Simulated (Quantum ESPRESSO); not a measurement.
## Kohn-Sham bands of ZnSnO$_{3}$ (R3c)

```xyz
10
Lattice="-2.6754 4.6340 0.0000 -5.3509 0.0000 0.0000 -2.6754 1.5447 4.7415" Properties=species:S:1:pos:R:3 pbc="T T T"
Zn    -2.6754     1.5447     0.7007
Zn     2.6754    -1.5447    -1.6700
Sn     0.0000     0.0000    -0.0262
Sn     2.6754    -1.5447     2.3446
O      1.6205    -0.0531     1.3623
O     -0.8562    -1.3769     1.3623
O     -0.7643     1.4300     1.3623
O     -1.8192     0.1678    -1.0084
O      0.7643    -1.6594    -1.0084
O      1.0549     1.4916    -1.0084
```

Structure: Materials Project mp-13334, symmetrised, not relaxed again. Not found in the COD (Crystallography Open Database) copy used; not checked further. Computed values, not measurements, from PBEsol: Quantum ESPRESSO (norm-conserving PseudoDojo potentials, cutoff 68 Ry, no spin polarisation, no spin-orbit coupling) on a Γ-centred 4×4×4 mesh, then Wannier90. Density: 8×8×8 mesh, Gaussian smearing 0.01 Ry. Spin-orbit coupling is left out although heavy elements are present.

Energies are relative to the valence-band maximum; weights are on the orthonormalised atomic waves of the pseudopotential files, averaged over the group. 104 electrons a cell are treated as valence.

| bands | from (eV) | to (eV) | filling | weight on atomic waves |
|---|---|---|---|---|
| 1–2 | -122.82 | -122.82 | filled | … |
| 3–8 | -77.15 | -77.10 | filled | … |
| 9–18 | -20.50 | -19.77 | filled | … |
| 19–24 | -18.20 | -15.28 | filled | … |
| 25–52 | -8.12 | 0.00 | filled | … |

### Question
Which atomic shells make up each group?

### Answer

- 1–2, weight on atomic waves: Zn 3s 99 %
- 3–8, weight on atomic waves: Zn 3p 100 %
- 9–18, weight on atomic waves: Sn 4d 95 %
- 19–24, weight on atomic waves: O 2s 77 %, Sn 5p 10 %, Sn 4d 6 %
- 25–52, weight on atomic waves: O 2p 55 %, Zn 3d 35 %

The Kohn-Sham gap over both meshes and the path is 1.02 eV.
